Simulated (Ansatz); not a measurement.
InPd (CsCl type, Pm-3m), the program Ansatz at the PBE level (PAW), all energies at zero smearing, with the estimated change up to a 700 eV cutoff added, with one set of potentials and settings (totals compare only within such a set). Cell of 2 atoms (1 In, 1 Pd): -12571.798 eV.

```
element              reference phase  E (eV/atom)
-------  ---------------------------  -----------
In       I4/mmm, 1 atoms in the cell   -5597.9156
Pd        Fm-3m, 1 atoms in the cell   -6972.9107
```

Formation energy per atom, worked out: (-12571.798 − 1×(-5597.9156) − 1×(-6972.9107))/2 = -0.486 eV/atom (-47 kJ per mol of atoms), at 0 K, without zero-point energy or fitted corrections.

The PBE relaxation kept the symmetry of its start. No spin polarisation was allowed. The references are the lowest solids computed at this level, not always the standard phases.

Potentials: the earlier of the program's two PAW sets.
